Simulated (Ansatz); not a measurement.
Be: the volume at rest

Be in the hcp lattice, starting from this typed cell of 7.97 Å³ an atom.

```
CELL_PARAMETERS angstrom
1.13500 -1.96588 0.00000
1.13500 1.96588 0.00000
0.00000 0.00000 3.57000
ATOMIC_POSITIONS crystal
Be 0.33333 0.66667 0.25000
Be 0.66667 0.33333 0.75000
```

Settings of the Ansatz calculation: k mesh 6×6×4; Fermi–Dirac smearing of 0.1 eV; no spin. Cell and atoms are relaxed to zero stress with the symmetry kept and no dispersion correction.

Caveats: coarse k mesh.

What volume results under PBE, and how much do the potentials matter?


| functional | potentials | cutoff (eV) | volume (Å³/atom) | change (%) |
| --- | --- | --- | --- | --- |
| PBE | all-electron PAW datasets (no frozen core) | 260 | 7.96 | -0.1 |
| PBE | Ansatz generated PAW | 420 | 7.96 | -0.1 |
| PBE | Ansatz hand-made PAW | 960 | 7.96 | -0.1 |
| PBE | JTH PAW | 1080 | 7.96 | -0.1 |
| PBE | PseudoDojo norm-conserving | 1197 | 8.02 | 0.6 |
| PBE | Ansatz norm-conserving | 1800 | 7.97 | 0.1 |
